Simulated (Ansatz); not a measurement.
LaFeO₃:
```
LaFeO3
1.0
    3.80332     0.00000     0.00000
    0.00000     3.80332     0.00000
    0.00000     0.00000     3.80332
Fe O La
1 3 1
Direct
  0.50000   0.50000   0.50000
  0.50000   0.50000   0.00000
  0.00000   0.50000   0.50000
  0.50000   0.00000   0.50000
  0.00000   0.00000   0.00000
```
The run is spin-polarised; directions of the spins, atom by atom: ↑ 0 0 0 0.

Relaxed with PBEsol.

Problem. Give the Bader charges and basin volumes of the independent atoms, plane-wave PAW PBEsol (Ansatz code).

Solution. 

```tsv
atom	Bader charge (e)	Bader volume (Å³)
Fe1	+1.52	6.9
O2	-1.19	10.4
La5	+2.06	17.0
```

Space group Pm-3m (cubic perovskite). The workflow started from an entry of the Crystallography Open Database (COD), which files this formula under 3 space groups. Whether it is the stable phase at ambient conditions was not checked. Symmetry was held in the PBEsol relaxation; its stability against distortions is not shown here. Spin order of the final state: ferromagnetic, chosen from 4 collinear starts compared on coarse meshes (ties went to the first, and starts can fall back to one state), not a proven ground state. No Hubbard U is applied. Spin–orbit coupling is left out wherever it is not named.

Potentials: the later of the program's two PAW sets.
